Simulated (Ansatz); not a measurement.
MoS2 (3R-MoS2 type, space group R3m)

```
CELL_PARAMETERS angstrom
      1.57655     0.91022     5.99710
     -1.57655     0.91022     5.99710
      0.00000    -1.82045     5.99710
ATOMIC_POSITIONS crystal
  Mo 0.00002 0.00002 0.00002
  S  0.75355 0.75355 0.75355
  S  0.57974 0.57974 0.57974
```

The slice is a (-1 1 0 4) plane (indices of the conventional cell) through the point (0.000, 0.000, 0.000) (fractional), spanned by u = [1 0 -1] and v = [1 -1 1] in vectors of this cell: u (3.15 Å) and v (7.02 Å, at 90° to u). It covers one period; positions are fractions (u, v).

Level of theory: PBE-D3(BJ) (plane waves to 420 eV, PAW, scalar-relativistic; Ansatz, a first-principles code). k mesh 12×12×12. Inside the PAW spheres the values are not all-electron values, and peaks at nuclei hang on which shells count as valence. MoS2 is run without spin polarisation. MoS2 was relaxed with its symmetry unable to fall. This is one of several known forms of MoS2; the measured ambient cells at hand have space group No. 194.

Q: Around which element is the density of the lowest conduction band (whole band as if filled, smooth part) largest on this plane?

A: Mo. Mean over a disc round each atom, of radius 0.45 times the shortest bond: Mo 0.119, S 0.040 e/Å³.

Q: Predict the map of the density of the highest valence band (whole band, smooth part) on the slice.

A: 
```
|::::++--::::--++::|
|++::............::|
|::..            ..|
|....            ..|
|....            ..|
|::..            ..|
|--::..        ..::|
|::::            ::|
|..                |
|                  |
|                  |
|      ..::::..    |
|      ::++++::    |
|    ..--------..  |
|    ..::    ::..  |
|  ....::::::::....|
|::::..::....::..::|
|==--::........::--|
|..--++::....::++--|
|  ==@@==::::==@@==|
```
Scale: ten equal steps from 0.001 (start of ' ') to 0.239 (end of '@'), in the order ' .:-=+*#%@'. Values: density of the highest valence band (whole band, smooth part) in e/Å³. The map has 9 points along u (two characters each, u = 0 at the left) and 20 along v (v = 0 in the bottom row).
